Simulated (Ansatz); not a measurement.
Data:

Relaxed InP (zinc blende):

```
CELL_PARAMETERS angstrom
      0.00000     2.97977     2.97977
      2.97977     0.00000     2.97977
      2.97977     2.97977     0.00000
ATOMIC_POSITIONS crystal
  P  0.75000 0.75000 0.75000
  In 0.00000 0.00000 0.00000
```

In this cell atom 2 (In, nearest neighbour P at 2.581 Å; its periodic images, 4.2 Å or more away, move with it) is moved by u·(1.000, 0.000, 0.000) + v·(0.000, 0.000, 1.000); the rest is frozen.

Method: PBE (plane waves to 420 eV, PAW, scalar-relativistic; Ansatz, a first-principles code). k mesh 8×8×8 (Γ-centred), Fermi-Dirac smearing 0.05 eV. The energy includes the smearing's −TS. As the smearing reaches across the gap at some points, energies and forces of such displacements shift with the k mesh and the smearing. InP was relaxed with its symmetry unable to fall. ΔE is measured from the undisplaced structure. Axes are in Å.

The scan covers u from -0.650 to 0.650 Å in 7 points and v from -0.650 to 0.650 Å in 7 points.

### Question
Is the undisplaced position a minimum, a maximum or a saddle of this map?

### Answer
A minimum.

### Question
What are the two principal curvatures of the energy at the centre?

### Answer
7.2 eV/Å², isotropic.

(For displaced atoms, the force is minus the slope of the energy, and its curvature is a force constant, which sets phonon frequencies.)
